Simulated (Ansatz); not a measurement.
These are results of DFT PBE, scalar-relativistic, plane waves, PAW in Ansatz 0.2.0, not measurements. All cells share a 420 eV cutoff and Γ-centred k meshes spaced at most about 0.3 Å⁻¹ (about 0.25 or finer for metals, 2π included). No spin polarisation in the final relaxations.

Temperature and zero-point effects are left out.

Two forms of BiTe₃O were relaxed alike.

A. Space group P4mm (No. 99), tetragonal, a = 3.944 Å, c = 10.654 Å. Bi is surrounded by 4 O at 2.79 Å and 1 Te at 2.88 Å; Te on a site of symmetry 2mm has 4 Te at 2.79 Å; Te on a site of symmetry 4mm has 1 Bi at 2.88 Å; around O lie 4 Bi at 2.79 Å.

B. Space group P4/mmm (No. 123), tetragonal, a = 3.256 Å, c = 13.725 Å. Bi is surrounded by 2 Te at 3.16 Å and 4 Bi at 3.26 Å; Te on a site of symmetry 4mm is surrounded by 1 Bi at 3.16 Å, 4 Te at 3.26 Å and 1 O at 3.71 Å; Te on a site of symmetry 4/mmm is surrounded by 4 O at 2.30 Å; O is surrounded by 4 Te at 2.30 Å, 4 O at 3.26 Å and 2 Te at 3.71 Å.

Question: Which form is favoured at zero pressure, and by what margin per atom?

Answer: B is lower, by 214 meV/atom. A has space group P4mm (No. 99), 33.2 Å³/atom and no gap on its mesh; B has space group P4/mmm (No. 123), 29.1 Å³/atom and no gap. The shortest distance is 2.79 Å (Bi–O and Te–Te) in A and 2.30 Å (Te–O) in B. A holds Te–Te nets (shortest 2.79 Å); in B the shortest Te–Te distance is 3.26 Å, near bonding range too. Both come from invented guesses.

Weakly bound directions are ill-defined at this level, which has no dispersion term (P4mm, P4/mmm), and this can change margins and order among such cells. These runs have no spin–orbit coupling, which can matter for Bi and Te. In P4mm, P4/mmm an odd number of electrons in the primitive cell allows no gap without spin; a larger cell or a magnetic state could open one. A magnetic state wasn't ruled out in cells without spin, among them P4mm, P4/mmm. Cells relaxed within their symmetry can be saddle points.
